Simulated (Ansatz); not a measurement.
Mg₄Te₃S:
```yaml
crystal:
  lattice:
    - [4.42764, 0.00000, 0.00000]
    - [0.00000, 8.91760, 0.00000]
    - [0.00000, 0.00000, 6.20212]
  atoms:
    - { symbol: Mg, position: [0.00000, 0.27369, 0.98172] }
    - { symbol: Mg, position: [0.00000, 0.72631, 0.98172] }
    - { symbol: Mg, position: [0.50000, 0.00000, 0.48512] }
    - { symbol: Mg, position: [0.50000, 0.50000, 0.54617] }
    - { symbol: Te, position: [0.50000, 0.26420, 0.25107] }
    - { symbol: Te, position: [0.50000, 0.73580, 0.25107] }
    - { symbol: Te, position: [0.00000, 0.00000, 0.75459] }
    - { symbol: S, position: [0.00000, 0.50000, 0.74853] }
```

Relaxed with r²SCAN. Special points in fractions of this cell's reciprocal vectors: Γ (0.000, 0.000, 0.000); X (0.500, 0.000, 0.000); S (0.500, 0.500, 0.000); Y (0.000, 0.500, 0.000); Z (0.000, 0.000, 0.500); U (0.500, 0.000, 0.500); R (0.500, 0.500, 0.500); T (0.000, 0.500, 0.500).

Problem. List the band energies nearest the valence-band maximum at these points for DFT-r²SCAN in the program Ansatz with PAW potentials.

Solution. In eV from the valence-band maximum; about four levels below and three above (degenerate sets whole), none deeper than 8.9 eV; points with the same levels are listed once.

| k | below | above |
|---|---|---|
| Γ | -0.44 -0.43 -0.32 -0.08 | 2.38 3.29 3.97 |
| X | -1.45 -1.38 -1.02 -0.47 | 2.80 3.15 4.03 |
| S | -1.51 -1.40 -1.27 -1.00 | 3.72 3.76 4.18 |
| Y | -0.96 -0.62 -0.49 0.00 | 3.18 3.75 4.30 |
| Z | -0.71 -0.63 -0.50 -0.40 | 3.39 4.13 4.17 |
| U | -1.22 -0.81 -0.76 -0.44 | 3.46 4.00 4.76 |
| R | -1.45 -1.35 -1.01 -0.83 | 4.65 4.72 4.79 |
| T | -0.61 -0.52 -0.51 -0.48 | 3.74 4.37 4.57 |

Space group Pmm2. The workflow started from a Materials Project entry (that database holds measured and hypothetical structures alike); the Crystallography Open Database copy checked does not list it. Whether it is the stable phase at ambient conditions was not checked. Symmetry was held in the r²SCAN relaxation; whether a distortion lowers the energy is not shown. Scalar-relativistic: spin–orbit coupling is off unless named, which matters more the heavier the elements.

Potentials: the later of the program's two PAW sets.
